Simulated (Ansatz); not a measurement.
Kick test of a cell of AlGa2P3

The structure comes from a generated guess, relaxed at this level; another structure or a mixture of phases may lie lower.

These are results of DFT PBE, scalar-relativistic, plane waves, PAW (Ansatz 0.2.0), not measurements. Plane waves to 420 eV, a k mesh through Γ of 12×12×4 on the computed 6-atom cell and Gaussian smearing (0.02 eV); no spin polarisation.

The cell below (6 atoms, space group P3m1 (No. 156)) is relaxed within its symmetry.

```cif
data_structure
_symmetry_space_group_name_H-M 'P 1'
_symmetry_Int_Tables_number 1
_cell_length_a 3.8936
_cell_length_b 3.8936
_cell_length_c 9.5396
_cell_angle_alpha 90.000
_cell_angle_beta 90.000
_cell_angle_gamma 120.000
_cell_volume 125.25
loop_
_atom_site_label
_atom_site_type_symbol
_atom_site_fract_x
_atom_site_fract_y
_atom_site_fract_z
_atom_site_occupancy
Al1 Al 0.00000 0.00000 0.99978 1
Ga1 Ga 0.33333 0.66667 0.66667 1
Ga2 Ga 0.66667 0.33333 0.33352 1
P1 P 0.33333 0.66667 0.91729 1
P2 P 0.66667 0.33333 0.58321 1
P3 P 0.00000 0.00000 0.24953 1
```

For the test a repeat of it with 12 atoms (edges 3.89, 3.89, 19.08 Å) was strained at random (σ = 1.5 % a component), the atoms were moved at random (σ = 0.15 Å), and all was relaxed again on a coarse 6×6×1 mesh (in the run’s order of axes) with 0.10 eV smearing, with no symmetry imposed.

**Question.** What happens?

**Answer.** It returns, within 1 meV/atom of the unmoved cell on that mesh and with the same symmetry when read at 0.1 Å. No instability shows in this cell; modes of other wave vectors, which need another repeat, aren't tested.
